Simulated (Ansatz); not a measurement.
## Ansatz 0.2.0, relaxation: Be₂SnI₂

The input file (Ansatz 0.2.0, plane waves):

```yaml
crystal:
  lattice:
    - [4.098673, 0.0, 0.0]
    - [-2.049336, 3.549556, 0.0]
    - [0.0, 0.0, 10.007724]
  atoms:
    - { symbol: Sn, position: [0.0, 0.0, 0.5] }
    - { symbol: I, position: [0.3333, 0.6667, 0.84441] }
    - { symbol: I, position: [0.6667, 0.3333, 0.15559] }
    - { symbol: Be, position: [0.3333, 0.6667, 0.34534] }
    - { symbol: Be, position: [0.6667, 0.3333, 0.65466] }
  symmetry: { tolerance: 0.0003 }
kpoints:
  mp_grid: { grid: [9, 9, 4], shift: [0, 0, 0] }
magnetization:
  spin_polarized: false
scf:
  occupations: { method: fermi_dirac }
  lower_state_search: "off"
hamiltonian:
  pseudopotentials: { kind: paw }
  xc: pbe
basis:
  ecutwfc: 420
  fft_grid_basis: typed
relax:
  max_steps: 40
  cell: { p_target: 0.0 }
output:
  forces: true
  stress: true
  eigenvalues: true
  bader: true
  populations: true
  elf: true
  write_potential: true
  volumetric_format: npy
  dos:
    e_range: [-12, 8]
    de: 0.05
    projected: { site_lists: { Be: [Be], I: [I], Sn: [Sn] } }
  write_density: true
checkpoint:
  read: saved_state
```

The command:

```bash
ansatz run input.yaml --threads 2 --pin off --max-ram 3584MiB --backend cpu --events-out ev --progress --plain --runs-dir out
```

Origin of the cell: a known structure type with other elements, at an estimated volume, so it need not be a known compound.

The smearing width isn't typed, so it takes its default of 0.1 eV.

The saved state is a converged single point of the same cell.

Steps («new basis» is an SCF on plane waves selected anew at the same cell):

```csv
step,ΔF (meV/atom),max force component (eV/Å),P (GPa),volume (Å³),SCF iterations,step was
1,0.0,1.412,-5.80,145.60,7,accepted
2,-177.5,0.571,-3.64,134.93,8,accepted
3,-259.6,0.497,0.33,122.09,7,accepted
4,-288.1,0.219,1.01,118.63,6,accepted
5,-297.2,0.248,0.55,122.10,8,accepted
6,-300.9,0.031,0.25,124.56,6,accepted
7,-301.7,0.024,0.06,126.92,7,accepted
8,-302.1,0.024,0.05,128.82,7,accepted
9,-302.2,0.005,-0.02,129.95,7,accepted
10,-302.1,0.002,0.01,130.19,8,accepted
11,-302.2,0.002,0.03,130.19,7,new basis
12,-302.2,0.005,0.01,131.41,7,accepted
13,-302.2,0.003,0.01,132.23,9,accepted
14,-302.3,0.003,0.01,132.23,7,new basis
```

The starting structure.

Space group P-3m1 (No. 164); the run's cell has a = 4.099 Å, b = 4.099 Å, c = 10.008 Å, α = 90.00°, β = 90.00°, γ = 120.00°. Shortest distances: Be–Sn 2.83 Å, Be–I 3.03 Å.

After:

Space group P-3m1 (No. 164); the run's cell has a = 3.667 Å, b = 3.667 Å, c = 11.354 Å, α = 90.00°, β = 90.00°, γ = 120.00°. Shortest distances: Be–I 2.57 Å, Be–Sn 2.84 Å.

```
CELL_PARAMETERS angstrom
3.66717 0.00000 0.00000
-1.83359 3.17586 0.00000
0.00000 0.00000 11.35409
ATOMIC_POSITIONS crystal
Sn 0.00000 0.00000 0.50000
I 0.33333 0.66667 0.79541
I 0.66667 0.33333 0.20459
Be 0.33333 0.66667 0.33296
Be 0.66667 0.33333 0.66704
```

```yaml
Free_energy_lowered_by: 302.3 meV/atom
Volume_change: -9.18 %
Final_pressure: 0.01 GPa
Relaxation_steps_listed: 14
Formation_energy_elements_under_the_same_functional_gases_as_molecules_uncorrected: 0.126 eV/atom
```

Caveats: no spin-orbit coupling, though heavy elements are present; the relaxation held the start's symmetry, so the end may be a saddle point.

Time: 85 s on 2 threads of AMD EPYC 7B13 (Zen 3), with other jobs on the host, peak memory 0.59 GiB, from a saved density.
